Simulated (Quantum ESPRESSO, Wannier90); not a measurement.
**AgNO3 (R3m), plane waves to Wannier functions**

```
begin unit_cell_cart
ang
    2.5909299136    1.4958740831    2.8787470000
   -2.5909299136    1.4958740831    2.8787470000
    0.0000000000   -2.9917481662    2.8787470000
end unit_cell_cart
begin atoms_frac
Ag  -0.0019600000 -0.0019600000 -0.0019600000
N   -0.4258900000 -0.4258900000 -0.4258900000
O    0.4348750000  0.4348750000 -0.1405200000
O   -0.1405200000  0.4348750000  0.4348750000
O    0.4348750000 -0.1405200000  0.4348750000
end atoms_frac
```

Structure: Materials Project mp-8196, symmetrised, not relaxed again. COD (Crystallography Open Database) has the formula in 2 space groups, this one among them (matched by group alone). Computed values, not measurements, from PBEsol: Quantum ESPRESSO (norm-conserving PseudoDojo potentials, cutoff 68 Ry, spinors with spin-orbit coupling) on a Γ-centred 6×6×6 mesh, then Wannier90. Density: 8×8×8 mesh, cold smearing 0.01 Ry.

A tight-binding model is made by disentanglement and projection with no localisation steps (num_iter = 0), so the 34 orbitals stay atom-like: hydrogen-like Ag: d; N: p; O: p, axes along x, y, z; frozen window up to 3.11 eV relative to the valence-band maximum. It follows pw.x to 7.6 meV rms for states up to 2.6 eV relative to the valence-band maximum. Matrix elements depend on this choice of orbitals and windows.

Problem. What are the on-site energies relative to the valence-band maximum, and how fast do the hoppings decay?

Solution. 
```
atom                   orbitals  energy (eV)
----  -------------------------  -----------
Ag1                   dz2↑ dz2↓        -1.51
Ag1         dxz↑ dxz↓ dyz↑ dyz↓        -1.47
Ag1   dx2-y2↑ dx2-y2↓ dxy↑ dxy↓        -1.43
N2                      pz↑ pz↓        -3.60
N2              px↑ px↓ py↑ py↓         7.00
O3                      pz↑ pz↓        -2.15
O3                      px↑ px↓        -1.87
O3                      py↑ py↓         0.91
O4                      pz↑ pz↓        -2.15
O4                      px↑ px↓         0.22
O4                      py↑ py↓        -1.18
O5                      pz↑ pz↓        -2.15
O5                      px↑ px↓         0.22
O5                      py↑ py↓        -1.18
```

```csv
distance of the centres (Å),largest modulus (eV)
1–2,6.5
2–3,2.9
3–4,0.37
4–5,0.25
5–6,0.20
6–7,0.15
7–8,0.12
8–9,0.022
9–10,0.014
10–11,0.020
```

Effective spin-orbit constants λ of λ L·S, from the same-site elements px↑–py↑ (λ/2) and dx2-y2↑–dxy↑ (λ), where they are among the larger elements: O4 p 0.019 eV, O5 p 0.019 eV, Ag1 d 0.23 eV.
